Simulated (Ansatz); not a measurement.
## MgO: from a starting cell to a relaxed one

The start is a relaxed MgO cell, doubled along one cell vector, shaken by Gaussian noise of σ = 0.08 Å a coordinate. The cell and all atomic positions are relaxed at zero pressure with PBE (plane waves to 420 eV, PAW, scalar-relativistic; Ansatz, an electronic-structure program). The first steps use a coarse 5×9×9 k-mesh.

Starting cell:
```yaml
crystal:
  lattice:
    - [0.00000, 4.25381, 4.25381]
    - [2.12690, 0.00000, 2.12690]
    - [2.12690, 2.12690, 0.00000]
  atoms:
    - { symbol: Mg, position: [0.26139, 0.55547, 0.43886] }
    - { symbol: Mg, position: [0.72540, 0.49503, 0.51635] }
    - { symbol: O, position: [0.99097, 0.99146, 0.99846] }
    - { symbol: O, position: [0.51798, 0.99536, 0.01440] }
```

Task: How much energy is released per atom?

Result: 0.11 eV/atom.

It ends as:

```cif
data_Mg4O4
_chemical_formula_sum 'Mg4 O4'
_space_group_name_H-M_alt 'Fm-3m'
_space_group_IT_number 225
_space_group_name_Hall '-F 4 2 3'
_cell_length_a 4.25384
_cell_length_b 4.25384
_cell_length_c 4.25384
_cell_angle_alpha 90.000
_cell_angle_beta 90.000
_cell_angle_gamma 90.000
loop_
_atom_site_label
_atom_site_type_symbol
_atom_site_symmetry_multiplicity
_atom_site_Wyckoff_symbol
_atom_site_fract_x
_atom_site_fract_y
_atom_site_fract_z
_atom_site_occupancy
Mg1 Mg 4 b 0.50000 0.50000 0.50000 1
O1 O 4 a 0.00000 0.00000 0.00000 1
```
(The calculation used a cell of 2 atoms; values per cell refer to that cell.)

Final values are on a 13×13×13 k-mesh of the relaxed cell. No spin polarisation in the result.
